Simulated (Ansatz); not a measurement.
AlNi6Ge in space group P4/mmm (No. 123; Pearson symbol tP8), PBE in the plane-wave PAW code Ansatz, all energies at zero smearing, with the estimated change up to a 700 eV cutoff added, with one set of potentials and settings (totals compare only within such a set). Cell of 8 atoms (1 Al, 6 Ni, 1 Ge): -39873.692 eV.

| element | reference phase | E (eV/atom) |
|---|---|---|
| Al | Fm-3m, 1 atoms in the cell | -537.5049 |
| Ni | Fm-3m, 1 atoms in the cell, spin-polarised | -5839.7239 |
| Ge | Fd-3m, 2 atoms in the cell | -4294.9847 |

Formation energy per atom, worked out: (-39873.692 − 1×(-537.5049) − 6×(-5839.7239) − 1×(-4294.9847))/8 = -0.357 eV/atom (-34 kJ per mol of atoms), at 0 K, without zero-point energy or fitted corrections.

The first step of the workflow began from a Materials Project structure, measured or hypothetical; the Crystallography Open Database copy checked does not list it. With Al and Ge taken as one species the cell has the higher symmetry Pm-3m, so it may be an ordered model of a mixed-site phase. Its standing as an ambient phase is unchecked. Symmetry was held in the PBE relaxation; whether a distortion lowers the energy is not shown. Magnetic state: ferromagnetic, the only order run, not a proven ground state. The references are the lowest solids computed at this level, not always the standard phases.

Potentials: the later of the program's two PAW sets.
